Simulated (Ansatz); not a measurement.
The cell of ZnGaC4N4 is invented: stacked square cyanide-bridged sheets (Cmmm, No. 65). The dimensions are guesses.

```
Zn Ga C N
1.0
     3.58751   -3.62270    0.00000
     3.58751    3.62270    0.00000
     0.00000    0.00000    7.17501
Zn Ga C N
1 1 4 4
Direct
  0.50000 0.50000 0.50000
  0.00000 0.00000 0.00000
  0.81315 0.81315 0.81315
  0.18685 0.18685 0.18685
  0.81315 0.81315 0.18685
  0.18685 0.18685 0.81315
  0.69784 0.69784 0.69784
  0.30216 0.30216 0.30216
  0.69784 0.69784 0.30216
  0.30216 0.30216 0.69784
```

These are results of Ansatz, DFT PBE, scalar-relativistic, plane waves, PAW, not measurements. Cutoff 420 eV, Gaussian smearing, Γ-centred meshes. Cell and atoms relax first on a coarse mesh and then on a finer one. In between, the cell is made exact in the group found at 0.06 Å. In metals the finer mesh still leaves noise of several meV/atom or more. The steps can't lower the symmetry of their start. No spin polarisation.

A guess keeps its type if space group and coordination stay and the shape of the cell changes little (axis ratios within about 15 %, angles within 6°); the volume may change.

Question: Does this structure survive the relaxation?

Answer: It keeps its type. The symmetry stays Cmmm (No. 65). The volume per atom grows by 19.6 %, from 18.6 to 22.3 Å³. The shortest distance stays 1.17 Å (C–N). Counting neighbours within 15 % of an atom's shortest distance, the start has C 1, Ga 4, N 1, Zn 4 and the end C 1, Ga 4, N 1, Zn 4.

The last run used an 8×8×6 mesh (in the run's order of axes) for its 10-atom cell and Gaussian smearing of 0.10 eV. No dispersion correction is applied, so the spacing and binding between layers, chains or molecules are poorly described. An odd number of electrons in the primitive cell allows no gap without spin; a larger cell or a magnetic state could open one. The cell is a metal run without spin, though a test with spin on the coarse mesh kept 0.9 μB a cell, so a magnetic state probably lies lower. A structure relaxed within its symmetry needn't be a true minimum.
